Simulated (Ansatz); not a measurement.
Bi2Te3:
```
Bi2Te3
1.0
    4.43304     0.00000     0.00000
   -2.21652     3.83913     0.00000
    0.00000     0.00000    11.14686
Bi Te
2 3
Direct
  0.33333   0.66667   0.18485
  0.66667   0.33333   0.81515
  0.00000   0.00000   0.00000
  0.33333   0.66667   0.66052
  0.66667   0.33333   0.33948
```

Relaxed with PBE. Special points in fractions of this cell's reciprocal vectors: Γ (0.000, 0.000, 0.000); M (0.500, 0.000, 0.000); K (0.333, 0.333, 0.000); A (0.000, 0.000, 0.500); L (0.500, 0.000, 0.500); H (0.333, 0.333, 0.500).

List the band energies nearest the valence-band maximum at these points for the program Ansatz at the PBE level (PAW).

In eV from the valence-band maximum; about four levels below and three above (degenerate sets whole), none deeper than 8.9 eV; points with the same levels are listed once.

| k | below | above |
|---|---|---|
| Γ | -1.08 -1.08 -0.44 -0.44 -0.06 | 0.73 1.38 1.38 |
| M | -2.02 -2.02 -1.33 -0.74 -0.67 | 1.23 2.22 2.56 |
| K | -2.14 -2.14 -1.08 -0.84 -0.84 | 1.52 2.68 2.68 |
| A | -0.99 -0.99 -0.50 -0.50 -0.32 | 0.89 1.41 1.41 |
| L | -1.71 -1.21 -0.65 -0.59 | 1.30 1.93 1.96 |
| H | -2.57 -2.57 -1.34 -0.29 -0.29 | 2.10 2.10 2.10 |

Space group P-3m1 (La2O3 or Ni2Al3 type). A made-up cell: these elements were put on the sites of a structure type; neither database checked (COD, Materials Project) lists it. It is not the phase usual at ambient conditions (space group No. 166). The PBE relaxation kept the symmetry of its start; whether a distortion lowers the energy is not shown. Spin–orbit coupling is left out wherever it is not named.

Potentials: the later of the program's two PAW sets.
